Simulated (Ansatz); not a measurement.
Data:

Ca (fcc, Cu type)

```
Ca
1.0
    0.00000     5.52650     5.52650
    2.76325     0.00000     2.76325
    2.76325     2.76325     0.00000
Ca
2
Direct
  0.00000   0.00000   0.00000
  0.50000   0.00000   0.00000
```

A phonon eigenvector at L = (0.5, 0.0, 0.0) is frozen into this cell: atom i moves by Q times the vector below, so Q is the largest atomic displacement, in Å. The cell is held. It is one choice among 2 degenerate patterns. (q is in reciprocal vectors of the primitive cell; the cell shown is doubled to hold the pattern.)

```csv
atom,x,y,z
Ca1,-0.285,0.520,-0.805
Ca2,0.285,-0.520,0.805
```

Calculation: PBE (plane waves to 420 eV, PAW, scalar-relativistic; Ansatz, an electronic-structure program). k mesh 15×15×15 (Γ-centred), Fermi-Dirac smearing 0.05 eV. E stands for the smeared free energy. With partly filled bands, energies and forces of such displacements shift with the k mesh and the smearing. Ca was relaxed with its symmetry unable to fall. The zero of ΔE is the undisplaced structure.

The scan covers Q from -0.280 to 0.280 Å in 13 points.

Problem. Which space group does the distorted structure have?

Solution. P-1 (No. 2), lowered from Fm-3m.

Problem. Is this a single well or a double well?

Solution. A single well with its minimum at or next to zero displacement.

Problem. What is the energy change at Q = 0.280 Å?

Solution. 63 meV/cell.

Problem. What harmonic wavenumber does the curvature at Q = 0 give?

Solution. 77 cm⁻¹.

(A displaced cell: forces are minus the slopes of the energy, force constants its curvatures, and phonons follow from these.)
